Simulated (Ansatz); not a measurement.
Consider the following.

Ag3Pt:
```
Ag3Pt
1.0
    3.96536     0.00000     0.00000
    0.00000     3.96536     0.00000
    0.00000     0.00000     3.96536
Ag Pt
3 1
Direct
  0.00000   0.50000   0.50000
  0.50000   0.00000   0.50000
  0.50000   0.50000   0.00000
  0.00000   0.00000   0.00000
```

This is the LDA-relaxed structure.

### Question
All from DFT-LDA in the program Ansatz with PAW potentials, unless another level is named. Give the Poisson's ratio.

### Answer
0.38.

### Question
Next, the highest zone-centre frequency?

### Answer
197 cm⁻¹.

### Question
Predict the elastic constants (relaxed ions, GPa).

### Answer
C11 = 207, C12 = 158, C44 = 67.1.

Space group Pm-3m (Cu3Au type). The workflow started from a Materials Project entry (that database holds measured and hypothetical structures alike); the Crystallography Open Database files this formula in space group No. 221, but the cells were not matched. Its standing as an ambient phase is unchecked. The cell was relaxed with LDA under the symmetry of its start; of distortions, only those at the zone centre were tested. The run is not spin-polarised. As this level gives no gap, shear constants depend on the k-mesh and smearing (Fermi–Dirac, 0.1 eV here). As this level gives no gap, phonon frequencies hold no LO–TO term and depend on the k-mesh and smearing (Fermi–Dirac, 0.1 eV here). Spin–orbit coupling is left out wherever it is not named.

Potentials: the later of the program's two PAW sets.
